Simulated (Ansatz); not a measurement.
## Computed scan of one atom of the cell: MoS2 (3R-MoS2 type, space group R3m)

Starting cell, MoS2 (3R-MoS2 type, space group R3m):

```xyz
3
Lattice="1.5766 0.9103 5.9979 -1.5766 0.9103 5.9979 0.0000 -1.8205 5.9979" Properties=species:S:1:pos:R:3 pbc="T T T"
Mo     0.0000     0.0000     0.0003
S      0.0000     0.0000    13.5588
S      0.0000     0.0000    10.4319
```

Scan: atom 1 (Mo, nearest neighbour S at 2.399 Å; its periodic images, 3.2 Å or more away, move with it) is displaced along Cartesian z, direction (0.000, 0.000, 1.000) in Cartesian axes, by s. The other atoms stay.

Computed with PBE-D3(BJ) (plane waves to 420 eV, PAW, scalar-relativistic; Ansatz, a quantum-chemistry and plane-wave program). k mesh 10×10×10 (Γ-centred), Fermi-Dirac smearing 0.05 eV. Energies are smeared free energies. Stress and pressure are positive under compression. As the smearing reaches across the gap at some points, energies and forces of such displacements shift with the k mesh and the smearing. F∥ is the force on the atom along that direction. MoS2 is run without spin polarisation. MoS2 was relaxed with its symmetry unable to fall. The PAW data are Ansatz's earlier set. This is one of several known forms of MoS2; the measured ambient cells at hand have space group No. 194. ΔE is measured from the undisplaced structure.

| s (Å) | ΔE (meV/cell) | P (GPa) | F∥ (eV/Å) |
|---|---|---|---|
| -0.720 | 5612 | 37.5 | 12.483 |
| -0.576 | 3915 | 25.2 | 10.975 |
| -0.432 | 2448 | 15.1 | 9.487 |
| -0.288 | 1203 | 7.3 | 7.720 |
| -0.144 | 312 | 1.9 | 4.300 |
| 0.000 | 0 | 0.0 | 0.000 |
| 0.144 | 312 | 1.9 | -4.299 |
| 0.288 | 1201 | 7.3 | -7.661 |
| 0.432 | 2433 | 14.9 | -9.382 |
| 0.576 | 3891 | 25.0 | -10.909 |
| 0.720 | 5567 | 37.0 | -12.341 |

Read from the data:

```
Quantity                                                                                                                                              Result
--------------------------------------------------------  --------------------------------------------------------------------------------------------------
Energy at s = 0.720 Å                                                                                                                          5567 meV/cell
Force along the line at s = -0.720 Å                                                                                                               12.5 eV/Å
Shape of the curve                                                                            a single well with its minimum at or next to zero displacement
Force constant k = d²E/ds² at s = 0 (finite differences)                                                                                          30.9 eV/Å²
Harmonic estimate at the end of the scan                  ½ks² = 8011 meV/cell against the computed 5567 meV/cell, so the well is softer than harmonic there
```

The 11 points together took very roughly 80 core-seconds.

(For displaced atoms, the force is minus the slope of the energy, and its curvature is a force constant, which sets phonon frequencies.)
